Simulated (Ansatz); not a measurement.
The relaxed structure here is a generated cell of Al2Ru: the first start was made by placing the elements on the sites of a structure type, and the end was not matched to a known phase here, so it may be hypothetical.

A relaxed cell of Al₂Ru (P6/mmm (No. 191)), relaxed on a k-mesh at least as fine as the one used below. These are PBE (plane waves to 420 eV, PAW, scalar-relativistic; Ansatz, a first-principles code) values and carry that method's errors. Γ-centred k-mesh 9×9×6 on the run's cell (coarser than for final values), Fermi–Dirac smearing 0.05 eV.

```
CELL_PARAMETERS angstrom
      4.21864     0.00000     0.00000
     -2.10932     3.65345     0.00000
      0.00000     0.00000     5.57544
ATOMIC_POSITIONS crystal
  Ru 0.00000 0.00000 0.25000
  Ru 0.00000 0.00000 0.75000
  Al 0.33333 0.66667 0.00000
  Al 0.33333 0.66667 0.50000
  Al 0.66667 0.33333 0.00000
  Al 0.66667 0.33333 0.50000
```

The atoms are displaced by (Å):

```csv
atom,ux,uy,uz
Ru1,0.132,-0.053,-0.101
Ru2,0.079,-0.069,0.010
Al3,-0.015,-0.013,-0.026
Al4,0.007,-0.077,0.087
Al5,-0.076,0.011,0.076
Al6,-0.059,0.109,0.038
```

### Question
What forces (eV/Å) and pressure result?

### Answer
```json
[
 {"atom": "Ru1", "Fx": "-0.21", "Fy": "0.27", "Fz": "1.25"},
 {"atom": "Ru2", "Fx": "-0.62", "Fy": "0.17", "Fz": "-1.00"},
 {"atom": "Al3", "Fx": "-0.34", "Fy": "0.20", "Fz": "0.27"},
 {"atom": "Al4", "Fx": "-0.87", "Fy": "1.49", "Fz": "-0.42"},
 {"atom": "Al5", "Fx": "0.99", "Fy": "-0.37", "Fz": "-0.05"},
 {"atom": "Al6", "Fx": "1.04", "Fy": "-1.76", "Fz": "-0.06"}
]
```

Pressure +2.7 GPa.

### Question
Estimate the energy cost of the displacement in the harmonic approximation and compare with the calculation.

### Answer
For a harmonic well ΔE = −½ Σ F·u = 0.370 eV a cell, or 62 meV/atom. The calculated energy relative to the undisplaced cell is +0.06 eV/atom, so the harmonic estimate holds well.

The undisplaced cell is probably no minimum: from this displacement the run went on to Cmcm (No. 63), 0.14 eV/atom below it.

No spin polarisation in the result.
